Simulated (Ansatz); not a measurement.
Te2Mo in space group P-6m2 (No. 187; Te on 2h, Mo on 1a), DFT-r²SCAN+D4 in the program Ansatz with PAW potentials. The conduction-band minimum lies at K, with 2 equivalent valleys. Second derivatives d²E/dk² of the lowest band at one valley (eV·Å²), along Cartesian directions:

```csv
direction,d²E/dk²
[100],13.03
[010],13.03
[001],0.5531
[110],13.03
[101],6.803
[011],6.803
```

Find the principal effective masses, the density-of-states mass and the conductivity mass.

Off-diagonal terms follow from H_xy = H[110] − (H_xx + H_yy)/2, and m*/mₑ = 7.620 eV·Å² over each eigenvalue: 0.58, 0.58, 14. One valley's DOS mass (m₁m₂m₃)^(1/3) = 1.7, conductivity mass 3/(Σ 1/mᵢ) = 0.86 mₑ.

What effective density of states Nc follows at 300 K for parabolic valleys?

Nc = 2.509e19 × 2 × (1.7)^(3/2) ≈ 1.1e20 cm⁻³.

The first step of the workflow began from a Materials Project structure, measured or hypothetical; the Crystallography Open Database copy checked does not list it. It is not the phase usual at ambient conditions (space group No. 194). Symmetry was held in the r²SCAN+D4 relaxation; whether a distortion lowers the energy is not shown. No spin polarisation was allowed. Spin–orbit coupling is left out wherever it is not named.

Potentials: the later of the program's two PAW sets.

Edges and masses are those of Kohn–Sham bands, whose gap is no quasiparticle gap.
